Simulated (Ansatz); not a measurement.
Computed with DFT PBE, scalar-relativistic, plane waves, PAW in Ansatz 0.2.0. Settings: cutoff 420 eV, Γ-centred meshes spaced at most about 0.3 Å⁻¹ (2π included), Gaussian smearing. No spin polarisation in the final relaxations.

All energies are static (0 K, no zero-point motion).

Compare these two cells of NaAg₂I₃, each relaxed at this level.

A. Space group R-3m (No. 166), trigonal, a = 9.138 Å, c = 13.244 Å. Na is surrounded by 2 Ag at 3.11 Å and 6 I at 3.44 Å; Ag has 3 I at 2.79 Å and 1 Na at 3.11 Å; I is surrounded by 2 Ag at 2.79 Å and 2 Na at 3.44 Å.

B. Space group P6/mmm (No. 191), hexagonal, a = 7.857 Å, c = 4.211 Å. Na has 6 I at 3.93 Å and 2 Na at 4.21 Å; around Ag lie 6 I at 3.09 Å; I is surrounded by 4 Ag at 3.09 Å, 4 I at 3.93 Å and 2 Na at 3.93 Å.

Task: Which would you expect to be lower, and how large is the difference?

Result: A is lower, by 106 meV/atom. A has space group R-3m (No. 166), 53.2 Å³/atom and a gap of 1.27 eV on its mesh; B has space group P6/mmm (No. 191), 37.5 Å³/atom and a gap of 0.11 eV. Counting I atoms around Ag and Na (those within 1.25 times the shortest such distance or 1.15 times the sum of covalent radii; the shortest distance is added where it is long for a bond), A has Na 6, Ag 3 and B has Na 6 from 3.9 Å, Ag 6. The lower one is the more open, so pressure narrows the difference. Both come from invented guesses.

These runs have no spin–orbit coupling, which can matter for I. Kohn–Sham gaps at this level usually fall short of measured ones. The missing spin–orbit coupling can work the other way here. Cells relaxed within their symmetry can be saddle points.
